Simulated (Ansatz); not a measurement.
With r²SCAN in the plane-wave PAW code Ansatz, Zr in the diamond structure (Fd-3m) relaxes to a = 6.186 Å. Zr has 4 nearest neighbours from 2.68 Å (tetrahedral).

Electronic character: metallic (no gap). Gap from r²SCAN with spin–orbit coupling: none (metallic).

The bulk modulus is 37.5 GPa.

The start of the workflow was typed in or built on a structure type; neither database checked (COD, Materials Project) lists it. It is not the phase usual at ambient conditions (space group No. 194). Symmetry was held in the r²SCAN relaxation; whether a distortion lowers the energy is not shown. The run is not spin-polarised. The volume moved by -20 % from the start of the relaxation. Spin–orbit coupling is left out wherever it is not named.

Potentials: the earlier of the program's two PAW sets.
